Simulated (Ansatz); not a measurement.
**Structures of CuSn: which is lowest?**

Plane-wave DFT in Ansatz with scalar-relativistic PAW potentials, cutoff 500 eV, Γ-centred meshes chosen by cell and gap, Gaussian smearing with energies taken to zero width. Every cell was relaxed (cell and atoms) in a run of its own, within the symmetry of its start. Functional: r2SCAN.

Relaxed structures (starts from databases or built by putting these elements on another compound's sites):
A. P6_3/mmc, 4 atoms in the computed cell, a = 4.134 Å, c = 5.023 Å; sites (symmetry × multiplicity) Cu -3m. × 2, Sn -6m2 × 2; start: database
B. P4/mmm, 4 atoms in the computed cell, a = 3.075 Å, c = 3.872 Å; sites (symmetry × multiplicity) Cu 4/mmm × 1, Sn 4/mmm × 1; start: built

Question: Rank them by energy. Could pressure change the order?

Answer:
```tsv
structure	group	E − E(lowest) (meV/atom)	V (Å³/atom)	gap on mesh (eV)
A	P6_3/mmc	0.0	18.58	0.00
B	P4/mmm	306	18.31	0.00
```

A is lowest, 306 meV/atom under B. The two lowest differ in volume by under 3 %, too little for a first-order estimate of what pressure does to that pair (other pairs aren't weighed here); with rigid cells even 3 % in favour of the higher one would need about 88 GPa. Other structures may lie lower than all of these, and vibrations aren't counted.